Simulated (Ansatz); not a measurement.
The cell is a database entry far from equilibrium at this level of theory, probably a faulty or high-pressure entry; it serves as a test geometry alone. The listed cell was then made from it by scaling, straining or moving an atom.

An input for Os: DFT, PBEsol, all-electron PAW with datasets made for the crystal, scalar-relativistic (Ansatz 0.2.0).

Command: `ansatz run input.yaml --threads 1 --pin off --max-ram 3072MiB --backend cpu --events-out ev --progress --plain --runs-dir out` The run took 5.9 s on 1 thread of Intel(R) Xeon(R) Platinum 8488C (Sapphire Rapids) (shared host), peak memory 0.46 GiB.

```yaml
crystal:
  lattice:
    - [0.0, 1.9578811701, 1.9578811701]
    - [1.9578811701, 0.0, 1.9578811701]
    - [1.9578811701, 1.9578811701, 0.0]
  atoms:
    - { symbol: Os, position: [0.0, 0.0, 0.0] }
kpoints:
  mp_grid: { grid: [14, 14, 14] }
scf:
  occupations: { method: fermi_dirac, width: 0.05 }
hamiltonian:
  xc: pbesol
  pseudopotentials: { kind: all_electron, datasets: crystal }
output:
  forces: true
  stress: true
  eigenvalues: true
  efg: { contact_densities: true }
```

Set-up and iterations as logged by Ansatz (the results part is left out, to be predicted):

```
hamiltonian.pseudopotentials.datasets: crystal makes datasets for this crystal and solves the spheres of its atoms anew in each pass: cutoff 300.0 eV, the density's 1200.0 eV; for an error of 0.50 meV an atom under PBE, 0.5 meV for the cell; an energy difference from a run of another recipe may be off by several times the error for the cell, under r2SCAN by more, where some 0.1 meV an atom stays at smaller errors; Os in spheres of 1.376 Å, 8 of its electrons in bands, 22 on its site; only band paths and densities of states list, in semicore columns, the levels of the semicore shells that are solved separately: 4f of Os, 5s of Os, 5p of Os
Engine: ansatz 0.2.0
Pseudopotentials: kind: all_electron
Pseudopotential: Os, paw, valence charge 30, recommended cutoff 300 eV (normal), Koelling and Harmon's equation, gaussian nucleus
Functional definition: PBEsol
  exchange = pbesol_x
  correlation = pbesol_c
Crystal: 1 atoms, lattice volume = 15.010 Å³
Basis set: ecut = 300 eV, 169 PW (Γ), exchange–correlation on 32×32×32 points (8 copies of the dense FFT grid, shifted against one another)
Bands: 8, of which v1, the nominal top of the filled ones, is band 4 counted from 1 (3 counted from 0)
Symmetry: 48 space group operations
Space group: Fm-3m (ITA 225), of the structure as read, at distance tolerance 2.5e-5 Å
k-points: 104 of 2744
Non-local potential: Os, projectors of the file, l = 0: 1, l = 1: 1, l = 2: 2
PAW form: soft (Blöchl's): semilocal exchange-correlation on the pseudo side does not see the compensation charge
PAW one-centre angular grid: Os, 590 points (default); XC on its mesh's 1817 points in the sphere
Initial density: superposition of atomic densities (neutral atoms: chi_scale 0, normalization atom)
Initial wavefunctions: pseudopotential atomic-orbital guess
Functional: x = pbesol(κ = 0.804, μ = 0.12345679012345678), c = pbesol(β = 0.046)
iter 1 solved again at ethr=3.55e-2 eV; its pass at ethr=1.00e-1 eV (dr2=2.84e0 eV) is discarded
SCF iter   1: F=—  HF=-469293.069290 eV  |F-HF|=—  |Δ(HF+E_count)|=         —  Δρ=1.38e-1  dr2=2.93e0  ethr=3.55e-2  ⟨swp⟩=2.1  Hψ=5028  notcnv=0
iter 2 solved again at ethr=7.57e-4 eV; its pass at ethr=3.55e-2 eV (dr2=6.05e-2 eV) is discarded
SCF iter   2: F=—  HF=-469292.258769 eV  |F-HF|=—  |Δ(HF+E_count)|=   8.11e-1  Δρ=2.14e-2  dr2=5.93e-2  ethr=7.57e-4  ⟨swp⟩=3.0  Hψ=3584  notcnv=0  defer=21
SCF iter   3: F=—  HF=-469292.213296 eV  |F-HF|=—  |Δ(HF+E_count)|=   4.55e-2  Δρ=5.62e-3  dr2=2.96e-3  ethr=7.41e-4  ⟨swp⟩=2.7  Hψ=1750  notcnv=0  defer=6
SCF iter   4: F=—  HF=-469292.207530 eV  |F-HF|=—  |Δ(HF+E_count)|=   5.77e-3  Δρ=6.95e-4  dr2=3.45e-5  ethr=3.70e-5  ⟨swp⟩=2.1  Hψ=2116  notcnv=0  defer=2
SCF iter   5: F=—  HF=-469292.207954 eV  |F-HF|=—  |Δ(HF+E_count)|=   4.24e-4  Δρ=1.94e-4  dr2=6.48e-7  ethr=4.32e-7  ⟨swp⟩=3.0  Hψ=2362  notcnv=0
SCF iter   6: F=—  HF=-469292.207955 eV  |F-HF|=—  |Δ(HF+E_count)|=   1.34e-6  Δρ=5.56e-5  dr2=6.04e-8  ethr=8.10e-9  ⟨swp⟩=2.0  Hψ=1275  notcnv=0
SCF iter   7: F=-469292.207955 eV  HF=-469292.207955 eV  |F-HF|=2.33e-10  |Δ(HF+E_count)|=   1.42e-7  Δρ=2.01e-6  dr2=5.50e-10  ethr=7.55e-10  ⟨swp⟩=2.0  Hψ=1276  notcnv=0
```

Problem. What pressure will this run report?

Solution. -26.0 GPa (positive in compression).
